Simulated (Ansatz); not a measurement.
Starting cell, SrO (rock salt):

```
SrO
1.0
    0.00000     5.19500     5.19500
    2.59750     2.59750     5.19500
    2.59750     2.59750     0.00000
O Sr
2 2
Cartesian
  0.00000   0.00000   0.00000
  2.59750   5.19500   2.59750
  2.59750   7.79250   7.79250
  2.59750   5.19500   5.19500
```

The atoms are displaced by Q × the pattern below (from a DFPT mode at X = (0.5, 0.5, 0.0), largest move 1; Q in Å), at fixed cell. It is one choice among 2 degenerate patterns. (q is in reciprocal vectors of the primitive cell; the cell shown is doubled to hold the pattern.)

| atom | x | y | z |
|---|---|---|---|
| O1 | 0.000 | -0.369 | 0.000 |
| O2 | 0.000 | 0.369 | 0.000 |
| Sr3 | 0.000 | 1.000 | 0.000 |
| Sr4 | 0.000 | -1.000 | 0.000 |

Method: PBE (plane waves to 420 eV, PAW, scalar-relativistic; Ansatz, an electronic-structure program). k mesh 11×11×11 (Γ-centred), Fermi-Dirac smearing 0.05 eV. Energies are smeared free energies. SrO was relaxed with its symmetry unable to fall. ΔE is measured from the undisplaced structure.

```tsv
Q (Å)	ΔE (meV/cell)
-0.180	160.3
-0.150	111.3
-0.120	withheld
-0.090	40.0
-0.060	17.8
-0.030	4.4
0.000	0.0
0.030	4.4
0.060	17.8
0.090	40.0
0.120	withheld
0.150	111.3
0.180	160.3
```

Task: Fit an even polynomial form (powers 2, 4) to the given rows and predict ΔE at Q = -0.120.

Result: Least squares on the 11 given rows: ΔE = (4940)·Q² + (241.6)·Q⁴, in meV/cell with Q in Å; root-mean-square residual 0.03 meV/cell. At -0.120 the fit gives 71.2 meV/cell; the calculation gives 71.2 meV/cell, the same to the digits shown. The quadratic term alone would give 71.1 meV/cell.

(For displaced atoms, the force is minus the slope of the energy, and its curvature is a force constant, which sets phonon frequencies.)
